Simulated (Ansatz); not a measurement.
CdF$_{2}$:
```xyz
3
Lattice="0.0000 2.7088 2.7088 2.7088 0.0000 2.7088 2.7088 2.7088 0.0000" Properties=species:S:1:pos:R:3 pbc="T T T"
Cd     0.0000     0.0000     0.0000
F      1.3544     1.3544     1.3544
F      4.0632     4.0632     4.0632
```

Relaxed with HSE06. Special points in fractions of this cell's reciprocal vectors: Γ (0.000, 0.000, 0.000); X (0.500, 0.000, 0.500); U (0.625, 0.250, 0.625); K (0.375, 0.375, 0.750); L (0.500, 0.500, 0.500); W (0.500, 0.250, 0.750).

**Question.** List the band energies nearest the valence-band maximum at these points for DFT-HSE06 in the program Ansatz with PAW potentials.

**Answer.** In eV from the valence-band maximum; about four levels below and three above (degenerate sets whole), none deeper than 8.9 eV; … stands for higher levels left out; points with the same levels are listed once.

| k | below | above |
|---|---|---|
| Γ | -0.97 -0.97 -0.97 -0.61 -0.61 -0.61 | 5.14 … |
| X | -3.01 -3.01 -0.51 -0.09 -0.09 | 10.31 11.81 … |
| U | -2.42 -0.95 -0.35 -0.22 | 10.26 12.93 … |
| L | -1.87 -1.87 -0.46 -0.46 | 9.39 11.18 … |
| W | -1.56 -1.56 -0.60 0.00 | 10.39 13.50 … |

Space group Fm-3m (fluorite). The cell was relaxed with HSE06 under the symmetry of its start. The hybrid was solved on a coarse mesh, the path and, where they were found, the r²SCAN edge points; its band edges are the extreme levels among these. Spin–orbit coupling is left out wherever it is not named.

Potentials: the later of the program's two PAW sets.
